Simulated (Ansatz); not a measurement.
Sc$_{2}$Si$_{2}$O$_{7}$:
```xyz
11
Lattice="3.2569 4.2496 0.0000 -3.2569 4.2496 0.0000 -1.0385 0.0000 4.5717" Properties=species:S:1:pos:R:3 pbc="T T T"
Sc     0.0000     5.8672     0.0000
Sc     0.0000     2.6320     0.0000
Si    -2.2218     4.2496     1.8655
Si     1.1834     4.2496     2.7062
O      0.9028     2.9106     3.5970
O     -1.9413     5.5885     0.9746
O     -1.9413     2.9106     0.9746
O      0.9028     5.5885     3.5970
O     -0.5192     0.0000     2.2858
O      0.4010     4.2496     1.2778
O     -1.4395     4.2496     3.2939
```

Relaxed with r²SCAN. Special points in fractions of this cell's reciprocal vectors: Γ (0.000, 0.000, 0.000); Y (0.500, 0.500, 0.000); M (0.500, 0.500, 0.500); A (0.000, 0.000, 0.500); L2 (0.000, 0.500, 0.500); V2 (0.000, 0.500, 0.000).

List the band energies nearest the valence-band maximum at these points for the program Ansatz at the r²SCAN level (PAW).

In eV from the valence-band maximum; about four levels below and three above (degenerate sets whole), none deeper than 8.9 eV; points with the same levels are listed once.

```
k                     below           above
--  -----------------------  --------------
Γ    -0.89 -0.57 -0.50 0.00  5.43 5.51 5.82
Y   -1.14 -0.76 -0.69 -0.18  4.95 5.70 5.70
M   -0.69 -0.45 -0.40 -0.18  5.28 5.47 5.92
A   -0.79 -0.70 -0.12 -0.06  5.64 5.66 5.78
L2  -0.70 -0.60 -0.46 -0.12  5.50 5.67 5.84
V2  -0.86 -0.66 -0.33 -0.31  5.38 5.48 5.86
```

Space group C2/m. The workflow started from a Materials Project entry (that database holds measured and hypothetical structures alike); the Crystallography Open Database files this formula in space group No. 12, but the cells were not matched. Whether it is the stable phase at ambient conditions was not checked. The cell was relaxed with r²SCAN under the symmetry of its start; whether a distortion lowers the energy is not shown. No spin polarisation was allowed.

Potentials: the later of the program's two PAW sets.
